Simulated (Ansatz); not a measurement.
FePt (CuAu type, space group P4/mmm)

```xyz
2
Lattice="2.7301 0.0000 0.0000 0.0000 2.7301 0.0000 0.0000 0.0000 3.7639" Properties=species:S:1:pos:R:3 pbc="T T T"
Fe     1.3650     1.3650     1.8819
Pt     0.0000     0.0000     0.0000
```

The relaxed cell is deformed in two ways at once: its volume V is scaled, and at that volume it is stretched along z (the c axis of the conventional cell) so that c/a changes. Fractional atomic positions are held.

Method: PBE (plane waves to 420 eV, PAW, scalar-relativistic; Ansatz, an electronic-structure program). k mesh 17×17×12 (Γ-centred), Fermi-Dirac smearing 0.05 eV. The energy includes the smearing's −TS. With partly filled bands, the response to shear is sensitive to the k mesh, so small differences along c/a are uncertain. FePt was relaxed with its symmetry unable to fall. Relaxed FePt ends ferromagnetic. Spin-orbit coupling is left out, though Pt is heavy. Other magnetic orders were not checked, so this need not be the ground state. The last digit holds for this mesh only.

Changes of ΔE (eV/atom) from the point V/V₀ = 1.000, (c/a)/(c/a)₀ = 1.000 when one coordinate moves alone (two changes are said to add if the coupling is within 5 % of the smaller one, nearly so within 20 %):

```csv
point,change
"V/V₀ = 1.000, (c/a)/(c/a)₀ = 0.920",0.0251
"V/V₀ = 1.000, (c/a)/(c/a)₀ = 0.960",0.0062
"V/V₀ = 0.920, (c/a)/(c/a)₀ = 1.000",0.0670
"V/V₀ = 0.960, (c/a)/(c/a)₀ = 1.000",0.0154
"V/V₀ = 1.040, (c/a)/(c/a)₀ = 1.000",0.0130
"V/V₀ = 1.080, (c/a)/(c/a)₀ = 1.000",0.0482
"V/V₀ = 1.000, (c/a)/(c/a)₀ = 1.040",0.0070
"V/V₀ = 1.000, (c/a)/(c/a)₀ = 1.080",0.0281
```

**Question.** Do the two effects add at V/V₀ = 1.080, (c/a)/(c/a)₀ = 0.920? Give the computed change.

**Answer.** The sum of the single changes is 0.0482 + (0.0251) = 0.0733; the calculation gives 0.0691, so the coupling contributes -0.0042 (under 20 % of the smaller single change, nearly additive).

**Question.** What is the change at V/V₀ = 0.960, (c/a)/(c/a)₀ = 0.920, where both move, and how far is it from the sum?

**Answer.** The sum of the single changes is 0.0154 + (0.0251) = 0.0405; the calculation gives 0.0434, so the coupling contributes 0.0029 (under 20 % of the smaller single change, nearly additive).

(Under strain, the slope of the energy per volume gives the stress and its curvature an elastic modulus.)
